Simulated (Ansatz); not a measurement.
Data:

Cu3Au:
```xyz
4
Lattice="3.7808 0.0000 0.0000 0.0000 3.7808 0.0000 0.0000 0.0000 3.7808" Properties=species:S:1:pos:R:3 pbc="T T T"
Cu     0.0000     1.8904     1.8904
Cu     1.8904     1.8904     0.0000
Cu     1.8904     0.0000     1.8904
Au     0.0000     0.0000     0.0000
```

This is the PBE-relaxed structure.

**Question.** All from PBE (plane waves, PAW; program Ansatz), unless another level is named. Give the formation energy from the elements (no fitted shifts).

**Answer.** -0.043 eV/atom.

**Question.** What about the density of states at the Fermi level?

**Answer.** 0.26 states/eV per atom (mean over ±0.08 eV).

**Question.** What about the gap with spin–orbit coupling?

**Answer.** none (metallic).

Space group Pm-3m (Cu3Au type). The PBE relaxation kept the symmetry of its start; of distortions, only those at the zone centre were tested. The run is not spin-polarised. The references are the lowest solids computed at this level, not always the standard phases. Scalar-relativistic: spin–orbit coupling is off unless named, which matters more the heavier the elements.

Potentials: the later of the program's two PAW sets.
